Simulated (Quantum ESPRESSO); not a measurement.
# Al2TaSc3AgSn: one composition in several site orders

Computed values, not a measurement. The program is pw.x of Quantum ESPRESSO 7.5 (plane-wave density functional theory). The cell is made up: eight metal atoms on a face-centred cubic lattice, with elements, volume, strain and displacements drawn at random and not relaxed, so it may be unstable or far from any real phase. PseudoDojo standard norm-conserving files set the functional (PBE unless stated); there is no spin polarisation or spin-orbit coupling, the Fermi-Dirac width of 0.25 eV means electrons at about 2900 K, and the masses in the input are unused placeholders. The tin pseudopotential is less sure than most, with forces differing by about three percent from a second method on plain tin. Heavy elements are run without spin-orbit coupling, which real alloys of them have. A spin test at this wide smearing found no moment, but such smearing suppresses magnetism that the real alloy may have.

The runs put one composition on the sites in different orders. Cell, positions, cutoff, mesh and smearing stay as in the input of run 1; sites are counted in its order. Stress in the tables is positive in tension.

Input of run 1:

```
&control calculation='scf', pseudo_dir='./dojo.nc.sr.pbe.v0_5.standard.upf', outdir='./o', disk_io='minimal', tprnfor=.true., tstress=.true. /
&system ibrav=0, nat=8, ntyp=5, nbnd=56, ecutwfc=82.02448710, nosym=.true., tot_charge=0,
 occupations='smearing', smearing='fd', degauss=0.0183746611
/
&electrons conv_thr=1.470e-08, electron_maxstep=70, mixing_beta=0.5 /
ATOMIC_SPECIES
Ag 1.0 Ag.upf
Al 1.0 Al.upf
Sc 1.0 Sc.upf
Sn 1.0 Sn.upf
Ta 1.0 Ta.upf
CELL_PARAMETERS angstrom
0.0 0.0 -4.3479
4.3479 0.0 0.0
0.0 -8.6958 0.0
ATOMIC_POSITIONS angstrom
Al 0.0546 -0.0644 0.0086
Ta -0.0131 -4.3198 -0.0147
Sc 2.2047 -2.1861 -0.0115
Al 2.2184 -6.4515 -0.0051
Ag 0.0962 -2.1474 -2.1795
Sc 0.0217 -6.5144 -2.1449
Sc 2.1538 -0.0012 -2.1945
Sn 2.1356 -4.392 -2.2378
K_POINTS automatic
5 5 3 1 1 1
```

| run | elements on sites 1 to 8 | free energy less that of run 1 (eV) | -TS (eV) | pressure (GPa) | stress xx (GPa) | stress yy (GPa) | stress zz (GPa) | stress yz (GPa) | stress xz (GPa) | stress xy (GPa) | iterations |
| --- | --- | --- | --- | --- | --- | --- | --- | --- | --- | --- | --- |
| 1 | Al Ta Sc Al Ag Sc Sc Sn | 0.000 | -1.545 | -2.11 | 4.85 | -3.34 | 4.82 | 0.06 | -0.03 | -0.06 | 16 |
| 2 | Al Sc Sn Ta Sc Al Sc Ag | -0.186 | -1.498 | -2.67 | 6.28 | -3.69 | 5.41 | -0.15 | -0.02 | 0.01 | 16 |
| 3 | Sc Al Al Ag Sc Ta Sn Sc | -0.328 | -1.505 | -2.94 | 3.80 | 1.03 | 3.98 | 0.13 | -0.03 | -0.03 | 14 |
| 4 | Sc Ta Sc Al Sn Sc Ag Al | -0.722 | -1.486 | -3.46 | 4.48 | 1.01 | 4.90 | -0.01 | -0.02 | -0.02 | 16 |
| 5 | Sc Ag Ta Sc Sc Al Al Sn | -0.700 | -1.289 | -2.33 | 1.46 | 2.16 | 3.37 | 0.05 | -0.02 | -0.02 | 16 |
| 6 | Al Ta Ag Sc Sc Sc Sn Al | -0.700 | -1.323 | -2.56 | 3.87 | 1.55 | 2.26 | -0.19 | 0.00 | -0.25 | 16 |

Forces Fx Fy Fz (eV/Å):

| site | run 1 | run 2 | run 3 | run 4 | run 5 | run 6 |
| --- | --- | --- | --- | --- | --- | --- |
| 1 | -0.17 0.10 -0.05 | -0.18 1.26 -0.07 | -0.28 1.29 -0.11 | -0.14 0.78 -0.03 | -0.19 0.65 -0.09 | -0.13 0.05 -0.04 |
| 2 | 0.04 -0.31 -0.12 | 0.10 -1.02 -0.03 | 0.03 -0.67 -0.06 | 0.12 -0.66 0.01 | 0.04 -0.05 -0.06 | 0.17 0.03 0.05 |
| 3 | 0.09 -0.38 -0.08 | 0.14 -0.11 -0.03 | 0.09 -0.51 -0.03 | 0.21 -0.61 -0.03 | 0.15 0.51 -0.03 | 0.11 -0.31 -0.02 |
| 4 | -0.11 -0.33 -0.01 | -0.17 -0.71 -0.05 | -0.05 0.04 -0.05 | -0.14 0.22 0.04 | -0.13 -0.02 -0.07 | -0.16 0.00 0.01 |
| 5 | -0.34 0.23 0.00 | -0.46 -0.24 -0.03 | -0.57 -0.75 -0.04 | -0.43 -0.28 -0.01 | -0.54 -0.62 -0.02 | -0.54 -0.18 -0.02 |
| 6 | -0.14 0.12 -0.13 | -0.05 0.03 -0.09 | -0.18 0.22 -0.08 | -0.11 0.41 -0.20 | 0.00 -0.48 -0.13 | -0.12 0.22 -0.25 |
| 7 | 0.34 0.09 0.11 | 0.43 1.16 0.09 | 0.60 0.78 0.14 | 0.30 0.41 0.06 | 0.34 -0.44 0.10 | 0.42 -0.01 0.09 |
| 8 | 0.29 0.48 0.28 | 0.18 -0.38 0.21 | 0.37 -0.40 0.24 | 0.21 -0.27 0.15 | 0.33 0.45 0.29 | 0.26 0.20 0.20 |

The sites are displaced and not relaxed, so the energy differences hold strain from misfit and are not ordering energies. A rerun of one cell of this series at a higher cutoff and on a denser mesh moved values by no more than 0.016 eV in energy, 0.10 GPa in stress and 0.005 eV/Å in force, and a second program with other atomic files agreed on that cell to 2 % rms in force and 0.5 GPa in pressure.